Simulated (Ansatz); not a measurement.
Ta$_{2}$O$_{5}$:
```cif
data_O5Ta2
_chemical_formula_sum 'Ta2 O5'
_space_group_name_H-M_alt 'P 1'
_space_group_IT_number 1
_cell_length_a 6.04805
_cell_length_b 6.04805
_cell_length_c 6.04805
_cell_angle_alpha 128.586
_cell_angle_beta 128.586
_cell_angle_gamma 75.677
loop_
_space_group_symop_operation_xyz
  'x, y, z'
loop_
_atom_site_label
_atom_site_type_symbol
_atom_site_fract_x
_atom_site_fract_y
_atom_site_fract_z
_atom_site_occupancy
Ta1 Ta 0.19724 0.19724 0.00000 1
Ta2 Ta 0.80276 0.80276 0.00000 1
O1 O 0.00000 0.00000 0.00000 1
O2 O 0.50000 0.00000 0.00000 1
O3 O 0.00000 0.00000 0.50000 1
O4 O 0.00000 0.50000 0.00000 1
O5 O 0.50000 0.50000 0.50000 1
```

Relaxed with r²SCAN. Plane-wave PAW r²SCAN (Ansatz code) gives a gap of 2.15 eV.

**Question.** What gap does HSE06 give on the same cell (Ansatz, PAW)?

**Answer.** 3.14 eV, 0.99 eV more. The hybrid was solved on a coarser mesh and at special points; its gap is the smallest among all of these.

| k | v1 r²SCAN | c1 r²SCAN | v1 HSE06 | c1 HSE06 |
|---|---|---|---|---|
| Γ | 0.00 | 2.15 | 0.00 | 3.14 |
| M | 0.00 | 2.27 | ? | ? |
| X | -2.10 | 2.49 | -2.11 | 3.53 |
| P | -2.20 | 3.26 | ? | ? |
| N | -0.83 | 3.56 | ? | ? |
| S0 | -0.50 | 3.75 | ? | ? |
| R | -1.36 | 3.08 | -1.42 | 4.15 |

**Question.** Top valence (v1) and lowest conduction level (c1) in eV from each method's valence maximum (which need not be a listed point): supply the withheld HSE06 values.

**Answer.** 
- P, v1 HSE06: -2.25
- P, c1 HSE06: 4.34
- S0, v1 HSE06: -0.52
- S0, c1 HSE06: 4.84
- N, v1 HSE06: -0.85
- N, c1 HSE06: 4.63
- M, v1 HSE06: 0.00
- M, c1 HSE06: 3.27

Cost on shared cores: the r²SCAN run (SCF on a 8×8×8 mesh, then bands and DOS) roughly 3 core-minutes, the HSE06 run (SCF on 5×5×5, then a few points) very roughly 8 core-minutes; the tasks are unlike.

Space group I4/mmm. The workflow started from a Materials Project entry (that database holds measured and hypothetical structures alike); the Crystallography Open Database copy checked does not list it. COD files the formula under space group No. 49, so this cell is another polymorph or a model. Its standing as an ambient phase is unchecked. The r²SCAN relaxation kept the symmetry of its start. At this level the phase is dynamically unstable (imaginary phonons). The run is not spin-polarised. Scalar-relativistic: spin–orbit coupling is off unless named, which matters more the heavier the elements.

Potentials: the later of the program's two PAW sets.
